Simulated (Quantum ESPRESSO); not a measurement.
# One change at a time to Al2Hf2Mo2Sc2

These are calculations, not measurements. They come from Quantum ESPRESSO 7.5, a public plane-wave density functional program. Each row is one single-point run on a made-up periodic cell of eight metal atoms, with elements, volume, strain and displacements drawn at random and not relaxed, so a cell may be unstable or far from any real phase. There is no spin polarisation or spin-orbit coupling.

Settings: PBE unless stated; PseudoDojo standard norm-conserving files; Fermi-Dirac width 0.25 eV, which means electrons at about 2900 K; cutoff 1116 eV; 6 x 5 x 3 k mesh shifted half a step off Gamma. E is the free energy of the whole cell (internal energy minus TS), so a -TS column is already part of it. Stress is positive in tension, and the pressure P is minus a third of its trace.

Checks: one run of this series was repeated at a higher cutoff and on a denser mesh, which moved values by no more than 0.002 eV, 0.02 GPa and 0.004 eV/Å, and a second program with other atomic files agreed on it to 2 % rms in force and 0.5 GPa in pressure. Known limits: heavy elements are run without spin-orbit coupling, which real alloys of them have; a spin test at this wide smearing found no moment, but such smearing suppresses magnetism that the real alloy may have.

The lattice is face-centred cubic, and the cell vectors in Å are (-4.321, -0.041, 0.012); (-2.195, -4.207, -2.095); (-2.219, -4.202, 6.298), a volume of 151.77 Å³ in run 1. The elements on sites 1 to 8 are Sc Al Al Hf Mo Hf Sc Mo. Each later run makes one change to run 1 and keeps the rest. E is counted from run 1, and is n/a where other atomic files have another zero of energy.

| run | change | V (Å³) | P (GPa) | -TS (eV) | rms force (eV/Å) | largest change of a force component (eV/Å) | E (eV) |
|---|---|---|---|---|---|---|---|
| 1 | none | 151.77 | 0.35 | -1.710 | 0.710 | 0.000 | 0.000 |
| 2 | sites 1 and 4 exchanged | 151.77 | 0.79 | -1.736 | 0.844 | 0.656 | 0.113 |
| 3 | all lengths scaled by +1.98 % | 160.97 | -5.37 | -1.823 | 0.647 | 0.244 | ? |
| 4 | LDA in place of PBE | 151.77 | -7.59 | -1.733 | 0.657 | 0.184 | n/a |
| 5 | Nb on site 8 | 151.77 | 3.07 | -1.655 | 0.710 | 0.593 | n/a |
| 6 | site 1 moved by -0.13 Å along y | 151.77 | 0.26 | -1.714 | 0.769 | 0.684 | 0.074 |

## Worked estimate

Along a uniform scaling dE = -P dV. The mean of the two pressures is -2.510 GPa and the volume changes by 9.20 Å³, with 160.2 GPa to one eV/Å³. The same two rows give -V dP/dV = 97 GPa for this cell with clamped atoms, which is not the bulk modulus of a real alloy.

## Withheld value

Question: what E should run 3 give?

The estimate is 0.144 eV. The calculation gave 0.151 eV. The mean of two end points misses the curvature of P, and the finite cutoff adds a little.
